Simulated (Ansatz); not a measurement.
Method: DFT PBE, scalar-relativistic, plane waves, PAW in Ansatz 0.2.0. Settings: cutoff 420 eV, Γ-centred meshes spaced at most about 0.3 Å⁻¹, and about 0.25 Å⁻¹ or finer for metals (2π included), Gaussian smearing. Collinear spin in cells that started with moments and kept them past the coarse steps, no spin elsewhere.

These are static total energies at zero pressure. All come from trial cells, and lower structures may exist.

Task: These unrelaxed guesses for Sc2BSb3 are each relaxed within their symmetry. Order them by the energy at which they end, lowest first.
1.

```cif
data_structure
_symmetry_space_group_name_H-M 'P6mm'
_symmetry_Int_Tables_number 183
_cell_length_a 6.2893
_cell_length_b 6.2893
_cell_length_c 4.8549
_cell_angle_alpha 90.000
_cell_angle_beta 90.000
_cell_angle_gamma 120.000
_cell_volume 166.31
loop_
_atom_site_label
_atom_site_type_symbol
_atom_site_symmetry_multiplicity
_atom_site_Wyckoff_symbol
_atom_site_fract_x
_atom_site_fract_y
_atom_site_fract_z
_atom_site_occupancy
Sc1 Sc 2 b 0.33333 0.66667 0.15749 1
B1 B 1 a 0.00000 0.00000 0.14261 1
Sb1 Sb 3 c 0.50000 0.00000 0.43872 1
```

2.

```cif
data_structure
_symmetry_space_group_name_H-M 'P-4m2'
_symmetry_Int_Tables_number 115
_cell_length_a 3.7240
_cell_length_b 3.7240
_cell_length_c 8.3525
_cell_angle_alpha 90.000
_cell_angle_beta 90.000
_cell_angle_gamma 90.000
_cell_volume 115.84
loop_
_atom_site_label
_atom_site_type_symbol
_atom_site_symmetry_multiplicity
_atom_site_Wyckoff_symbol
_atom_site_fract_x
_atom_site_fract_y
_atom_site_fract_z
_atom_site_occupancy
Sc1 Sc 2 g 0.50000 0.00000 0.73448 1
B1 B 1 b 0.50000 0.50000 0.00000 1
Sb1 Sb 2 g 0.50000 0.00000 0.38616 1
Sb2 Sb 1 a 0.00000 0.00000 0.00000 1
```

3.

```cif
data_structure
_symmetry_space_group_name_H-M 'P6/mmm'
_symmetry_Int_Tables_number 191
_cell_length_a 3.8680
_cell_length_b 3.8680
_cell_length_c 7.8894
_cell_angle_alpha 90.000
_cell_angle_beta 90.000
_cell_angle_gamma 120.000
_cell_volume 102.22
loop_
_atom_site_label
_atom_site_type_symbol
_atom_site_symmetry_multiplicity
_atom_site_Wyckoff_symbol
_atom_site_fract_x
_atom_site_fract_y
_atom_site_fract_z
_atom_site_occupancy
Sc1 Sc 2 d 0.33333 0.66667 0.50000 1
B1 B 1 a 0.00000 0.00000 0.00000 1
Sb1 Sb 2 c 0.33333 0.66667 0.00000 1
Sb2 Sb 1 b 0.00000 0.00000 0.50000 1
```

4.

```cif
data_structure
_symmetry_space_group_name_H-M 'P-6m2'
_symmetry_Int_Tables_number 187
_cell_length_a 4.3474
_cell_length_b 4.3474
_cell_length_c 8.6368
_cell_angle_alpha 90.000
_cell_angle_beta 90.000
_cell_angle_gamma 120.000
_cell_volume 141.37
loop_
_atom_site_label
_atom_site_type_symbol
_atom_site_symmetry_multiplicity
_atom_site_Wyckoff_symbol
_atom_site_fract_x
_atom_site_fract_y
_atom_site_fract_z
_atom_site_occupancy
Sc1 Sc 2 i 0.66667 0.33333 0.24507 1
B1 B 1 a 0.00000 0.00000 0.00000 1
Sb1 Sb 1 b 0.00000 0.00000 0.50000 1
Sb2 Sb 1 c 0.33333 0.66667 0.00000 1
Sb3 Sb 1 d 0.33333 0.66667 0.50000 1
```

Result: 2 (ends in P-4m2, 0 meV/atom), 4 (ends in P-6m2, 0.47 eV/atom), 1 (ends in P6/mmm, 0.53 eV/atom), 3 (ends in P6/mmm, 0.57 eV/atom).

Spin–orbit coupling, which can matter for Sb, is left out. Another magnetic order may lie lower. Cells relaxed within their symmetry can be saddle points. Some types were kept out of the candidates beforehand, so the set may lack a known form.
